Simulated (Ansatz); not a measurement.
## YZr3 (P4/mmm)

Computed with DFT PBE, scalar-relativistic, plane waves, PAW in Ansatz 0.2.0.

Settings: cutoff 420 eV, Γ-centred mesh 14×14×6 on the computed 4-atom cell, Gaussian smearing of 0.10 eV; no spin polarisation.

The structure is relaxed at this level of theory with its symmetry kept, and needn't be the ground state of this composition.

```
Y Zr
1.0
     3.21247    0.00000    0.00000
     0.00000    3.21247    0.00000
     0.00000    0.00000    9.79866
Y Zr
1 3
Direct
  0.00000 0.00000 0.00000
  0.50000 0.50000 0.72648
  0.00000 0.00000 0.50000
  0.50000 0.50000 0.27352
```

* Space group: P4/mmm (No. 123)
* Volume per atom: 25.28 Å³
* Formation energy from the elements' standard states (uncorrected): +0.094 eV/atom
* Kohn–Sham band gap: none (metal)
* Density of states at the Fermi level: 5.9 states/eV per cell
* Orbital (Löwdin) character within 0.5 eV of the Fermi level: Zr 4d 64 %, Y 4d 23 %, unprojected 5 %
* Bader charge by site (e): Y (1 in the cell) 0.65, Zr (2 in the cell) -0.38, Zr (1 in the cell) 0.11

Spin polarisation was left out, and a magnetic state may lie lower.

The cell was found from a structure generator's guess, not taken from experiment. Löwdin shares on free-atom orbitals overweight diffuse shells.
